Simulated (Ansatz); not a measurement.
Relaxed-ion elastic tensor of Hg (diamond, Fd-3m) in GPa (Voigt order), the program Ansatz at the r²SCAN level (PAW); density 8.72 g/cm³, 38.22 Å³ per atom.

```csv
,1,2,3,4,5,6
1,7.8,13.1,13.1,0.0,0.0,0.0
2,13.1,7.8,13.1,0.0,0.0,0.0
3,13.1,13.1,7.8,0.0,0.0,0.0
4,0.0,0.0,0.0,-3.8,0.0,0.0
5,0.0,0.0,0.0,0.0,-3.8,0.0
6,0.0,0.0,0.0,0.0,0.0,-3.8
```

Is the crystal mechanically stable?

No: the smallest eigenvalue of C is -5.3 GPa.

The start of the workflow was typed in or built on a structure type; neither database checked (COD, Materials Project) lists it. It is not the usual solid phase (space group No. 166). Symmetry was held in the r²SCAN relaxation. At this level the phase is mechanically unstable. The substance is a gas or liquid at ambient conditions. The volume moved by -24 % from the start of the relaxation. As this level gives no gap, shear constants depend on the k-mesh and smearing (Fermi–Dirac, 0.1 eV here). Scalar-relativistic: spin–orbit coupling is off unless named, which matters more the heavier the elements.

Potentials: the later of the program's two PAW sets.
